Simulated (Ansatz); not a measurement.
CrAuS$_{2}$ in space group R-3m (No. 166; Cr on 3b, S on 6c, Au on 3a) under volume change, r²SCAN in the plane-wave PAW code Ansatz, shape and atoms relaxed at each volume.

```
V (Å³/atom)  E − E(relaxed) (meV/atom)  P (GPa)
-----------  -------------------------  -------
17.545                            43.8     8.76
18.123                             ___      ___
18.701                             4.4     2.49
19.280                             0.0     0.00
19.858                             4.0    -2.14
20.437                             ___      ___
21.015                            32.4    -5.55
```

### Question
What belongs in the gaps?

### Answer

- 20.437, E − E(relaxed) (meV/atom): 15.1
- 20.437, P (GPa): -3.98
- 18.123, E − E(relaxed) (meV/atom): 18.4
- 18.123, P (GPa): 5.39

### Question
What does a third-order Birch–Murnaghan fit give for V₀, B₀ and B′?

### Answer
V₀ = 19.28 Å³/atom, B₀ = 76.7 GPa, B′ = 4.1.

The workflow started from a Materials Project entry (that database holds measured and hypothetical structures alike); the Crystallography Open Database copy checked does not list it. COD files the formula under space group No. 160. Whether it is the stable phase at ambient conditions was not checked. The cell was relaxed with r²SCAN under the symmetry of its start; whether a distortion lowers the energy is not shown. Spin order of the final state: ferromagnetic, chosen from 4 collinear starts compared on coarse meshes (ties went to the first, and starts can fall back to one state), not a proven ground state. Other orbital occupations within this spin state were not tried. No Hubbard U is applied. Spin–orbit coupling is left out wherever it is not named.

Potentials: the later of the program's two PAW sets.
